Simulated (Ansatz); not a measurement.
The guess for Al₂B₂As was made by a generator: random cell by space group and Wyckoff sites (P6/mmm, No. 191). Its size is a rough estimate.

```
Al B As
1.0
     3.61055    0.00000    0.00000
    -1.80527    3.12683    0.00000
     0.00000    0.00000    7.21599
Al B As
2 2 1
Direct
  0.00000 0.00000 0.19682
  0.00000 0.00000 0.80318
  0.00000 0.00000 0.60556
  0.00000 0.00000 0.39444
  0.00000 0.00000 0.00000
```

These are results of Ansatz, DFT PBE, scalar-relativistic, plane waves, PAW, not measurements. Cutoff 420 eV, Gaussian smearing, Γ-centred meshes. Cell and atoms relax first on a coarse mesh and then on a finer one. In between, the cell is made exact in the group found at 0.06 Å. In metals the finer mesh still leaves noise of several meV/atom or more. The steps can't lower the symmetry of their start. No spin polarisation.

A guess keeps its type if space group and coordination stay and the shape of the cell changes little (axis ratios within about 15 %, angles within 6°); the volume may change.

Question: Does this structure survive the relaxation?

Answer: It doesn't keep its type. The symmetry stays P6/mmm (No. 191). The volume per atom shrinks by 7.3 %, from 16.3 to 15.1 Å³. The shortest distance goes from 1.42 Å (Al–As) to 1.60 Å (B–B). The ratio c/a of the conventional cell changes by a factor of 2.08. Counting neighbours within 15 % of an atom's shortest distance, the start has Al 2, As 2, B 2 and the end Al 1, As 8, B 1. In detail, at the end around Al lie 1 B at 2.16 Å, 6 Al at 2.76 Å and 1 As at 2.76 Å; B has 1 B at 1.60 Å and 1 Al at 2.16 Å; As has 6 As at 2.76 Å and 2 Al at 2.76 Å.

```xyz
5
Lattice="2.7587 0.0000 0.0000 -1.3793 2.3891 0.0000 0.0000 0.0000 11.4567" Properties=species:S:1:pos:R:3 pbc="T T T"
Al    0.0000    0.0000    2.7632
Al    0.0000    0.0000    8.6935
B     0.0000    0.0000    6.5305
B     0.0000    0.0000    4.9262
As    0.0000    0.0000    0.0000
```

The last run used an 18×18×4 mesh (in the run's order of axes) for its 5-atom cell and Gaussian smearing of 0.10 eV. The cell is a metal run without spin; a magnetic state may lie lower. A structure relaxed within its symmetry needn't be a true minimum. Another cell of Al2B2As relaxed alike, in Cmmm, lies 0.59 eV/atom lower, so this cell isn't the stable form at this level.
